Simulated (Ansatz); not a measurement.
The start is a randomly generated symmetric cell of Ge2Sb2Te5 (space group No. 191). The structure is fully relaxed (lattice and positions, P = 0) with r2SCAN (plane waves to 500 eV, PAW, scalar-relativistic; Ansatz, an electronic-structure program). The first steps use a coarse 4×4×5 k-mesh.

The start:
```
CELL_PARAMETERS angstrom
      8.31280     0.00000     0.00000
     -4.15640     7.19909     0.00000
      0.00000     0.00000     4.54317
ATOMIC_POSITIONS crystal
  Ge 0.33333 0.66667 0.00000
  Ge 0.66667 0.33333 0.00000
  Sb 0.33333 0.66667 0.50000
  Sb 0.66667 0.33333 0.50000
  Te 0.50000 0.00000 0.00000
  Te 0.00000 0.50000 0.00000
  Te 0.50000 0.50000 0.00000
  Te 0.00000 0.00000 0.75509
  Te 0.00000 0.00000 0.24491
```

How large is the pressure on the unrelaxed cell, and of which sign?

+31 GPa (positive: the cell is compressed).

How does the volume change?

+49.0 %, from 30.21 to 45.00 Å³/atom.

Is the relaxed structure metallic? Give its gap.

Zero (metallic).

Give the final cell and atomic positions.


```cif
data_Ge2Sb2Te5
_chemical_formula_sum 'Ge2 Sb2 Te5'
_space_group_name_H-M_alt 'P6/mmm'
_space_group_IT_number 191
_space_group_name_Hall '-P 6 2'
_cell_length_a 9.29304
_cell_length_b 9.29304
_cell_length_c 5.41571
_cell_angle_alpha 90.000
_cell_angle_beta 90.000
_cell_angle_gamma 120.000
loop_
_atom_site_label
_atom_site_type_symbol
_atom_site_symmetry_multiplicity
_atom_site_Wyckoff_symbol
_atom_site_fract_x
_atom_site_fract_y
_atom_site_fract_z
_atom_site_occupancy
Ge1 Ge 2 c 0.33333 0.66667 0.00000 1
Sb1 Sb 2 d 0.33333 0.66667 0.50000 1
Te1 Te 3 f 0.00000 0.50000 0.00000 1
Te2 Te 2 e 0.00000 0.00000 0.24986 1
```

The space group stays P6/mmm (No. 191) (the run could not lower it), with 9 atoms in the primitive cell. Final values are on a 6×6×9 k-mesh of the relaxed cell. The relaxed cell holds bonded Te–Te pairs (2.71 Å). No spin polarisation in the result.

The run could not lose the symmetry of its start, so the end can be a saddle point.

The relaxed structure here is a generated cell of Ge2Sb2Te5: the first start was made by a random draw of sites in a space group, and the end was not matched to a known phase here, so it may be hypothetical. Known forms of Ge2Sb2Te5 include space group No. 164.
